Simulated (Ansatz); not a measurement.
TaCo3 (space group R-3m)

```yaml
crystal:
  lattice:
    - [2.54643, 1.47018, 6.17041]
    - [-2.54643, 1.47018, 6.17041]
    - [0.00000, -2.94037, 6.17041]
  atoms:
    - { symbol: Ta, position: [0.00000, 0.00000, 0.00000] }
    - { symbol: Ta, position: [0.21869, 0.21869, 0.21869] }
    - { symbol: Ta, position: [0.78131, 0.78131, 0.78131] }
    - { symbol: Co, position: [0.50000, 0.50000, 0.00000] }
    - { symbol: Co, position: [0.00000, 0.50000, 0.50000] }
    - { symbol: Co, position: [0.50000, 0.00000, 0.50000] }
    - { symbol: Co, position: [0.71387, 0.24183, 0.71387] }
    - { symbol: Co, position: [0.28613, 0.75817, 0.28613] }
    - { symbol: Co, position: [0.71387, 0.71387, 0.24183] }
    - { symbol: Co, position: [0.28613, 0.28613, 0.75817] }
    - { symbol: Co, position: [0.24183, 0.71387, 0.71387] }
    - { symbol: Co, position: [0.75817, 0.28613, 0.28613] }
```

The slice is a (-1 1 0 4) plane (indices of the conventional cell) through the point (0.219, 0.219, 0.219) (fractional), spanned by u = [1 0 -1] and v = [1 -1 1] in vectors of this cell: u (5.09 Å) and v (8.52 Å, at 90° to u). It covers one period; positions are fractions (u, v).

These are PBEsol (plane waves to 420 eV, PAW, scalar-relativistic; Ansatz, a program for electronic structure) values and carry that method's errors. k mesh 9×9×9. Inside the PAW spheres the values are not all-electron values, and peaks at nuclei hang on which shells count as valence. Spin-orbit coupling is left out, though Ta is heavy. TaCo3 is run without spin polarisation. TaCo3 was relaxed with its symmetry unable to fall.

Predict the map of the electron localisation function (ELF) on the slice.


```
|x@:: -x- ::@|
|+:.=:   :=.:|
| :-.......-:|
|-:    .    :|
|-:   .:.   :|
| .. .:.:. ..|
|-..-:   :-..|
|#- -. : .- -|
|=..-:   :-..|
| .::-:.:-::.|
|--::-----::-|
|  --. - .-- |
|=. : %@% : .|
|x= :-@x@-: =|
|=. : %@% : .|
|. :-  -  -: |
|..:--:::--:.|
|+: :: . :: :|
|x@:. -x- .:@|
|xx+..xxx..+x|
```
Scale: ten equal steps from 0.16 (start of ' ') to 0.74 (end of '@'), in the order ' .:-=+*#%@'. Values: electron localisation function (ELF). The map has 12 points along u (one character each, u = 0 at the left) and 20 along v (v = 0 in the bottom row). Points within 0.5 Å of a nucleus are blanked (x), as the pseudised field means little there.
